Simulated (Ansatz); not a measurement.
Input and command of a plane-wave DFT calculation in Ansatz:

```yaml
crystal:
  lattice:
    - [4.7660283487, 0.0, 0.0]
    - [0.0, 4.7660283487, 0.0]
    - [0.0, 0.0, 4.7660283487]
  atoms:
    - { symbol: Ba, position: [1.0, 0.0, 0.0] }
    - { symbol: Cu, position: [0.0, 0.5, 0.5] }
    - { symbol: Cu, position: [0.5, 1.0, 0.5] }
    - { symbol: Cu, position: [0.5, 0.5, 1.0] }
    - { symbol: Ge, position: [0.5, 0.5, 0.5] }
basis:
  ecutwfc: 420
kpoints:
  mp_grid: { grid: [6, 6, 6] }
hamiltonian:
  xc: pbe
scf:
  occupations: { method: gaussian, width: 0.1 }
output:
  forces: true
  stress: true
  eigenvalues: true
```

```bash
ansatz run input.yaml --threads 1 --pin off --max-ram 2560MiB --backend cpu --events-out ev --progress --plain --runs-dir out
```

Processor: Arm Neoverse V1, 1 thread, on a host shared with other jobs.

Question: Estimate time, memory and problem size.

Answer: About 7.5 s on 1 thread of Arm Neoverse V1, with other jobs on the host, peak memory 0.42 GiB. It solves 49 bands at 20 k points (the mesh reduced by symmetry) with about 2103 plane waves, in 9 SCF iterations.
